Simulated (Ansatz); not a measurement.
# Property card for Ti$_{3}$AlC

Ti3AlC:
```yaml
crystal:
  lattice:
    - [4.10534, 0.00000, 0.00000]
    - [0.00000, 4.10534, 0.00000]
    - [0.00000, 0.00000, 4.10534]
  atoms:
    - { symbol: Ti, position: [0.50000, 0.50000, 0.00000] }
    - { symbol: Ti, position: [0.00000, 0.50000, 0.50000] }
    - { symbol: Ti, position: [0.50000, 0.00000, 0.50000] }
    - { symbol: Al, position: [0.00000, 0.00000, 0.00000] }
    - { symbol: C, position: [0.50000, 0.50000, 0.50000] }
```

Space group Pm-3m (No. 221), anti-perovskite; conventional cell a = b = c = 4.1053 Å, α = β = γ = 90.00°.

Method: plane-wave PAW LDA (Ansatz code). Geometry: relaxed at this level of theory. Other levels are named where they apply.

Cell and energy:

- Volume per atom: 13.84 Å³
- Density: 4.38 g/cm³
- Formation energy from the elements (no fitted shifts): -0.64 eV/atom

Electronic structure:

Electronic character: metallic (no gap)
Density of states at the Fermi level: 0.54 states/eV per atom (mean over ±0.08 eV)

Mechanics:

- Bulk modulus (Birch–Murnaghan fit): 172 GPa
- Pressure derivative B′: 4.0
- Elastic constants (relaxed ions, GPa): C11 = 354, C12 = 80.8, C44 = 89.8
- Mechanical stability: stable (all eigenvalues of C positive)
- Hill bulk and shear moduli: 172 and 106 GPa
- Young's modulus: 265 GPa
- Poisson's ratio: 0.24
- Debye temperature from the elastic constants: 678 K

Phonons:

- Highest zone-centre frequency = 724 cm⁻¹
- Zone-centre stability = no imaginary mode at Γ

The workflow started from a Materials Project entry (that database holds measured and hypothetical structures alike); the Crystallography Open Database copy checked does not list it. Whether it is the stable phase at ambient conditions was not checked. The LDA relaxation kept the symmetry of its start. No spin polarisation was allowed. As this level gives no gap, shear constants depend on the k-mesh and smearing (Fermi–Dirac, 0.1 eV here). As this level gives no gap, phonon frequencies hold no LO–TO term and depend on the k-mesh and smearing (Fermi–Dirac, 0.1 eV here). The references are the lowest solids computed at this level, not always the standard phases.

Potentials: the later of the program's two PAW sets.
